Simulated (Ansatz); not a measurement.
The relaxed structure here is a generated cell of TiC: the first start was made by placing the elements on the sites of a structure type, and the end was not matched to a known phase here, so it may be hypothetical. Known forms of TiC include space group No. 225.

A relaxed cell of TiC (P4/nmm (No. 129)), relaxed on a k-mesh at least as fine as the one used below. These are PBE (plane waves to 420 eV, PAW, scalar-relativistic; Ansatz, an electronic-structure program) values and carry that method's errors. Γ-centred k-mesh 8×8×12 on the run's cell (coarser than for final values), Fermi–Dirac smearing 0.05 eV.

```
TiC
1.0
    8.02872     0.00000     0.00000
    4.01436     4.01436     0.00000
    0.00000     0.00000     2.68677
Ti C
4 4
Direct
  0.00000   0.00000   0.00000
  0.50000   0.00000   0.00000
  0.00000   0.50000   0.00000
  0.50000   0.50000   0.00000
  0.75000   0.50000   0.72567
  0.25000   0.50000   0.72567
  0.25000   0.00000   0.27433
  0.75000   0.00000   0.27433
```

The atoms are displaced along an unstable phonon of this cell by (Å):

```
atom      ux      uy      uz
----  ------  ------  ------
Ti1    0.000   0.000   0.150
Ti2    0.000   0.000  -0.150
Ti3    0.000   0.000   0.144
Ti4    0.000   0.000  -0.144
C5     0.079  -0.082   0.000
C6    -0.079   0.082   0.000
C7     0.082  -0.079   0.000
C8    -0.082   0.079   0.000
```

What forces (eV/Å) and pressure result?


```json
[
 {"atom": "Ti1", "Fx": "0.00", "Fy": "0.00", "Fz": "0.56"},
 {"atom": "Ti2", "Fx": "0.00", "Fy": "0.00", "Fz": "-0.56"},
 {"atom": "Ti3", "Fx": "0.00", "Fy": "0.00", "Fz": "0.53"},
 {"atom": "Ti4", "Fx": "0.00", "Fy": "0.00", "Fz": "-0.53"},
 {"atom": "C5", "Fx": "0.06", "Fy": "-0.06", "Fz": "0.15"},
 {"atom": "C6", "Fx": "-0.06", "Fy": "0.06", "Fz": "0.15"},
 {"atom": "C7", "Fx": "0.06", "Fy": "-0.06", "Fz": "-0.15"},
 {"atom": "C8", "Fx": "-0.06", "Fy": "0.06", "Fz": "-0.15"}
]
```

Pressure -0.5 GPa.

The undisplaced cell is probably no minimum: from this displacement the run went on to P6₃/mmc (No. 194), 0.45 eV/atom below it.

No spin polarisation in the result.
